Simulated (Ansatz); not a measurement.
A geometry of Hf away from equilibrium: the start of the relaxation of a relaxed Hf cell shaken by Gaussian noise of σ = 0.08 Å a coordinate. Calculation: PBEsol (plane waves to 420 eV, PAW, scalar-relativistic; Ansatz, a first-principles code). Γ-centred k-mesh 6×6×6 on the run's cell (coarser than for final values), Fermi–Dirac smearing 0.05 eV.

```xyz
8
Lattice="5.5569 0.0000 0.0000 0.0000 5.5569 0.0000 0.0000 0.0000 5.5569" Properties=species:S:1:pos:R:3:forces:R:3 pbc="T T T" free_energy=-124782.278 pressure_GPa=0.9
Hf     1.4051    -0.0080     2.7873   -0.2366    0.1616    0.3313
Hf     4.1727    -0.0508     2.6299    0.0227    0.2358    0.2964
Hf    -0.0302     2.8352     1.4937    0.4567    0.0434   -0.9800
Hf    -0.0777     2.7234     4.1907    0.4455   -0.1423    0.4689
Hf     2.6661     1.3064    -0.1233    0.1570    0.5101   -0.1311
Hf     2.8402     4.1276     0.0793    0.0934   -0.1678    0.1623
Hf     0.0158     0.0339     0.0386   -0.1715   -0.1170   -0.3415
Hf     2.8777     2.8438     2.7686   -0.7672   -0.5238    0.1937
```

Positions in Å, forces in eV/Å, free energy of the cell in eV (comparable only within this code, potentials and settings). Largest force: 1.08 eV/Å, on Hf3 (atoms numbered as listed); the geometry lies 0.13 eV/atom above the end of its relaxation.

No spin polarisation in the result.

The end of the path is a generated cell of Hf: the first start was made by placing the elements on the sites of a structure type, and the end was not matched to a known phase here, so it may be hypothetical. Known forms of Hf include space group No. 194.
